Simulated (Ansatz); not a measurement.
Level: LDA, no spin polarisation; 420 eV; 5×5×5 Γ-centred mesh; fermi-dirac occupations (width 0.1442 eV); Ansatz 0.2.0, fixed geometry.

Computed maps in the lattice plane spanned by a (left to right, 5.86 Å, 18 points from zero) and c (bottom to top, 6.42 Å, 19 points from zero), 69° apart, at height 0.823 along b. The fields are smooth PAW ones with compensation charges, not the true ones near nuclei.

Valence density. Digits on a logarithmic scale: 0 up to 0.03 e/Å³, each further digit a factor of 1.6, 9 from 1.3 e/Å³ up:
```
665433321111234566
887544332111234467
999865433211234468
999975443222234569
999996543222234458
999996543222233456
689986543211123445
456766543211122334
345666654321112233
345677765432222222
335689997544443333
334699999765555543
444689999976788765
544579999977899986
644457999877899998
654345667666799999
754333444445689999
654322333333467998
654332222122345676
```

Problem. The cell is Sn4Mo. Which atoms lie within 0.2 Å of this plane, and where (fractions of a and c)?

Solution. Sn at (0.36, 0.32), Sn at (0.81, 0.18). The whole cell:
```
CELL_PARAMETERS angstrom
5.85797 0.00000 0.00000
2.92899 -6.14078 0.00000
2.26195 0.00000 -6.00510
ATOMIC_POSITIONS crystal
Mo 0.06241 0.87518 0.75000
Mo 0.93759 0.12482 0.25000
Sn 0.36236 0.82282 0.32203
Sn 0.81482 0.82282 0.17797
Sn 0.63764 0.17718 0.67797
Sn 0.18518 0.17718 0.82203
Sn 0.49503 0.55770 0.81004
Sn 0.94727 0.55770 0.68996
Sn 0.50497 0.44230 0.18996
Sn 0.05273 0.44230 0.31004
```

Origin: a known structure type with other elements, at an estimated volume, so it need not be a known compound. Caveats: atoms or cell far from equilibrium.
